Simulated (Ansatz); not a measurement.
## Property card for ZnS

ZnS:
```cif
data_S4Zn4
_chemical_formula_sum 'Zn4 S4'
_space_group_name_H-M_alt 'P 1'
_space_group_IT_number 1
_cell_length_a 3.83541
_cell_length_b 3.83541
_cell_length_c 12.54156
_cell_angle_alpha 90.000
_cell_angle_beta 90.000
_cell_angle_gamma 120.000
loop_
_space_group_symop_operation_xyz
  'x, y, z'
loop_
_atom_site_label
_atom_site_type_symbol
_atom_site_fract_x
_atom_site_fract_y
_atom_site_fract_z
_atom_site_occupancy
Zn1 Zn 0.00000 0.00000 0.99998 1
Zn2 Zn 0.00000 0.00000 0.49998 1
Zn3 Zn 0.33333 0.66667 0.25004 1
Zn4 Zn 0.66667 0.33333 0.75004 1
S1 S 0.00000 0.00000 0.18732 1
S2 S 0.00000 0.00000 0.68732 1
S3 S 0.33333 0.66667 0.43765 1
S4 S 0.66667 0.33333 0.93765 1
```

Space group P6_3mc (No. 186), 4H polytype; conventional cell a = 3.835 Å, b = 3.835 Å, c = 12.542 Å, α = 90.00°, β = 90.00°, γ = 120.00°.

Method: plane-wave PAW HSE06 (Ansatz code). The cell and atoms are relaxed at this level. Other levels are named where they apply.

**Cell and energy**

| Item | Result |
|---|---|
| Volume per atom | 19.97 Å³ |
| Density | 4.05 g/cm³ |

**Electronic structure**

| Item | Value |
|---|---|
| Band gap | 3.32 eV (direct) |
| Valence-band maximum | at Γ |
| Conduction-band minimum | at Γ |

**Mechanics**

| Item | Value |
|---|---|
| Bulk modulus (Birch–Murnaghan fit) | 74.8 GPa |
| Pressure derivative B′ | 4.3 |

**Charges**

| Property | Value |
|---|---|
| Bader charges | Zn +0.98, S -0.98 e |

The HSE06 relaxation kept the symmetry of its start. The hybrid was solved on a coarse mesh, the path and, where they were found, the r²SCAN edge points; its band edges are the extreme levels among these.

Potentials: the later of the program's two PAW sets.
